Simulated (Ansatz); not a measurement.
Hf3N4:
```cif
data_Hf12N16
_chemical_formula_sum 'Hf12 N16'
_space_group_name_H-M_alt 'I-43d'
_space_group_IT_number 220
_space_group_name_Hall 'I -4bd 2c 3'
_cell_length_a 6.70803
_cell_length_b 6.70803
_cell_length_c 6.70803
_cell_angle_alpha 90.000
_cell_angle_beta 90.000
_cell_angle_gamma 90.000
loop_
_atom_site_label
_atom_site_type_symbol
_atom_site_symmetry_multiplicity
_atom_site_Wyckoff_symbol
_atom_site_fract_x
_atom_site_fract_y
_atom_site_fract_z
_atom_site_occupancy
Hf1 Hf 12 a 0.00000 0.25000 0.37500 1
N1 N 16 c 0.06484 0.06484 0.06484 1
```
(The calculation used a cell of 14 atoms; values per cell refer to that cell.)

Relaxed with r²SCAN. 

Task: HSE06 on this cell (Ansatz, a first-principles code, PAW) gives a gap of 1.95 eV. What does r²SCAN give?

Result: 1.36 eV.

Cost on shared cores: the r²SCAN run (SCF on a 6×6×6 mesh, then bands and DOS) about 5 core-minutes (a rough figure), the HSE06 run (SCF on 4×4×4, then a few points) roughly 11 core-minutes; the tasks are unlike.

Symmetry was held in the r²SCAN relaxation. The run is not spin-polarised. Scalar-relativistic: spin–orbit coupling is off unless named, which matters more the heavier the elements.

Potentials: the later of the program's two PAW sets.

Ansatz is a plane-wave DFT program.
